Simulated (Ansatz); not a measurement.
fluorite-structured YTe2

Computed with Ansatz (plane waves, PAW, 420 eV cutoff): PBEsol, scalar-relativistic, no spin polarisation, Γ-centred 8×8×8 mesh, 0.05 eV Gaussian smearing. The datasets are Ansatz's generated set soft_2.

```
Y Te
1.0
     0.00000    3.64436    3.64436
     3.64436    0.00000    3.64436
     3.64436    3.64436    0.00000
Y Te
1 2
Direct
  0.00000 0.00000 0.00000
  0.25000 0.25000 0.25000
  0.75000 0.75000 0.75000
```

The structure was built from a prototype; whether the compound forms in it isn't claimed.

The cell above was scaled in volume, its shape and atoms being fixed by the lattice's symmetry. Energies are counted from the cell above.

Cell and atoms are those of this level's equilibrium.

```csv
V (Å³/atom),ΔE (meV/atom),P (GPa)
30.98,9.1,2.3
31.62,2.2,1.1
32.27,0.0,0.0
32.91,2.1,-1.0
33.56,8.0,-1.9
```

What do the points give for the equilibrium volume, the bulk modulus and its pressure derivative (third-order Birch–Murnaghan)?

V0 = 32.27 Å³/atom, B0 = 53 GPa, B0′ = 4.1.

B0·V0 = 52.7 GPa × 32.27 Å³ = 10.61 eV/atom sets the scale: near the minimum ΔE ≈ ½ B0 V0 x², with x = V/V0 − 1, and a pressure of 0.5 GPa squeezes the volume by about 1 %. At the ends of the curve: x = −4.0 % predicts 8.5 meV/atom and the run gives 9.1; x = +4.0 % predicts 8.5 meV/atom and the run gives 8.0. The curve is steeper than the parabola on the compressed side and flatter on the expanded side: the bulk modulus rises with pressure.

Spin–orbit coupling, which matters for such heavy elements, is left out. The cell is a metal with an odd number of electrons, and spin polarisation wasn't tried.
